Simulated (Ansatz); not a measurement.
**All-electron DFT: BC**

System: generated BC in a small cell holding one bonded unit, strained and with atoms displaced.

Method: Ansatz, DFT, PBE, all-electron PAW datasets generated for the cell (no frozen core), scalar-relativistic valence, Dirac core shells, point nucleus. Occupations are Fermi–Dirac at 0.15 eV on a coarse k-mesh, 2×2×2 (shift 0.5, 0.5, 0.5 mesh steps); the results hold for that mesh. For a metal, stress, forces and moments on so few k-points can be far from the converged ones. Spin-restricted. The cell's electron count is odd, so a run with spin could end lower. Atoms are numbered as listed.

Lattice in Å, fractional positions:
```yaml
crystal:
  lattice:
    - [0.05349, 2.56318, 2.50858]
    - [2.43948, -0.01371, 2.57578]
    - [2.44426, 2.63515, -0.01849]
  atoms:
    - { symbol: B, position: [0.76339, 0.85040, 0.50809] }
    - { symbol: C, position: [0.98603, 0.55165, 0.78813] }
```

**Question.** Predict the output of the run.

**Answer.** 
```
atom  Fx (eV/Å)  Fy (eV/Å)  Fz (eV/Å)
  B1      0.174     -7.123      1.185
  C2     -0.174      7.123     -1.185
```

Stress xx yy zz yz xz xy in GPa, positive in compression: -27.46 25.74 -17.26 -2.44 -1.08 0.75.

```
All-electron free energy E − TS (its zero hangs on the relativistic scheme and nucleus) : -1705.340 eV
Pressure                                                                                : -6.33 GPa
Largest force                                                                           : 7.223 eV/Å
```
